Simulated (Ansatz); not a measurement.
# Is this Hf2ZrGe3 structure a true minimum?

The cell was found from a proposed guess, not taken from experiment.

These are results of Ansatz 0.2.0, DFT PBE, scalar-relativistic, plane waves, PAW, not measurements. Plane waves to 420 eV, a k mesh through Γ of 4×4×8 on the computed 12-atom cell and Gaussian smearing (0.10 eV); no spin polarisation.

The cell below (12 atoms, space group Cmcm (No. 63)) is relaxed within its symmetry.

```cif
data_structure
_symmetry_space_group_name_H-M 'P 1'
_symmetry_Int_Tables_number 1
_cell_length_a 7.6110
_cell_length_b 7.6110
_cell_length_c 3.8878
_cell_angle_alpha 90.000
_cell_angle_beta 90.000
_cell_angle_gamma 83.398
_cell_volume 223.72
loop_
_atom_site_label
_atom_site_type_symbol
_atom_site_fract_x
_atom_site_fract_y
_atom_site_fract_z
_atom_site_occupancy
Zr1 Zr 0.14238 0.85762 0.25000 1
Zr2 Zr 0.85762 0.14238 0.75000 1
Hf1 Hf 0.52457 0.80852 0.75000 1
Hf2 Hf 0.80852 0.52457 0.25000 1
Hf3 Hf 0.47543 0.19148 0.25000 1
Hf4 Hf 0.19148 0.47543 0.75000 1
Ge1 Ge 0.74255 0.92183 0.25000 1
Ge2 Ge 0.92183 0.74255 0.75000 1
Ge3 Ge 0.58953 0.41047 0.75000 1
Ge4 Ge 0.41047 0.58953 0.25000 1
Ge5 Ge 0.25745 0.07817 0.75000 1
Ge6 Ge 0.07817 0.25745 0.25000 1
```

For the test it was strained at random (σ = 1.5 % a component), the atoms were moved at random (σ = 0.15 Å), and all was relaxed again on a coarse 6×4×4 mesh (in the run’s order of axes) with 0.20 eV smearing, with no symmetry imposed.

Spin–orbit coupling, which can matter for Hf, is left out.

Question: What happens?

Answer: It returns, within 1 meV/atom of the unmoved cell on that mesh and with the same symmetry when read at 0.1 Å. No instability shows in this cell; modes of other wave vectors, which need another repeat, aren't tested.
